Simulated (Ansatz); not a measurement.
**WC (WC type, space group P-6m2): frozen-phonon scan**

WC (WC type, space group P-6m2)

```yaml
crystal:
  lattice:
    - [2.92185, 0.00000, 0.00000]
    - [-1.46093, 2.53040, 0.00000]
    - [0.00000, 0.00000, 2.84710]
  atoms:
    - { symbol: W, position: [0.00000, 0.00000, 0.00000] }
    - { symbol: C, position: [0.66667, 0.33333, 0.50000] }
```

The atoms are displaced by Q × the pattern below (from a DFPT mode at Γ, largest move 1; Q in Å), at fixed cell.

| atom | x | y | z |
|---|---|---|---|
| W1 | 0.000 | 0.000 | 0.065 |
| C2 | 0.000 | 0.000 | -1.000 |

Level of theory: PBE (plane waves to 420 eV, PAW, scalar-relativistic; Ansatz, a quantum-chemistry and plane-wave program). k mesh 18×18×16 (Γ-centred), Fermi-Dirac smearing 0.05 eV. Energies are smeared free energies. Compression counts positive. With partly filled bands, energies and forces of such displacements shift with the k mesh and the smearing. Spin-orbit coupling is left out, though W is heavy. WC is run without spin polarisation. WC was relaxed with its symmetry unable to fall. ΔE is measured from the undisplaced structure.

```json
[
 {"Q (Å)": "-0.280", "ΔE (meV/cell)": "641", "P (GPa)": "18.9", "−dE/dQ from forces (eV/Å)": "4.874"},
 {"Q (Å)": "-0.233", "ΔE (meV/cell)": "436", "P (GPa)": "13.2", "−dE/dQ from forces (eV/Å)": "3.946"},
 {"Q (Å)": "-0.187", "ΔE (meV/cell)": "273", "P (GPa)": "8.5", "−dE/dQ from forces (eV/Å)": "3.052"},
 {"Q (Å)": "-0.140", "ΔE (meV/cell)": "151", "P (GPa)": "4.8", "−dE/dQ from forces (eV/Å)": "2.191"},
 {"Q (Å)": "-0.093", "ΔE (meV/cell)": "66", "P (GPa)": "2.1", "−dE/dQ from forces (eV/Å)": "1.430"},
 {"Q (Å)": "-0.047", "ΔE (meV/cell)": "16", "P (GPa)": "0.5", "−dE/dQ from forces (eV/Å)": "0.708"},
 {"Q (Å)": "0.000", "ΔE (meV/cell)": "0", "P (GPa)": "0.0", "−dE/dQ from forces (eV/Å)": "0.000"},
 {"Q (Å)": "0.047", "ΔE (meV/cell)": "16", "P (GPa)": "0.5", "−dE/dQ from forces (eV/Å)": "-0.708"},
 {"Q (Å)": "0.093", "ΔE (meV/cell)": "66", "P (GPa)": "2.1", "−dE/dQ from forces (eV/Å)": "-1.430"},
 {"Q (Å)": "0.140", "ΔE (meV/cell)": "151", "P (GPa)": "4.8", "−dE/dQ from forces (eV/Å)": "-2.191"},
 {"Q (Å)": "0.187", "ΔE (meV/cell)": "273", "P (GPa)": "8.5", "−dE/dQ from forces (eV/Å)": "-3.052"},
 {"Q (Å)": "0.233", "ΔE (meV/cell)": "436", "P (GPa)": "13.2", "−dE/dQ from forces (eV/Å)": "-3.946"},
 {"Q (Å)": "0.280", "ΔE (meV/cell)": "641", "P (GPa)": "18.9", "−dE/dQ from forces (eV/Å)": "-4.874"}
]
```

Summary:

The energy at Q = 0.280 Å is 641 meV/cell. Space group of the distorted cell: P3m1 (No. 156), lowered from P-6m2. Symmetry of the curve: even: the same for both signs. Shape of the curve: a single well with its minimum at or next to zero displacement. Harmonic wavenumber from the curvature (finite differences): 567 cm⁻¹.

The 13 points together took about 4 core-minutes (a rough figure).

(A displaced cell: forces are minus the slopes of the energy, force constants its curvatures, and phonons follow from these.)
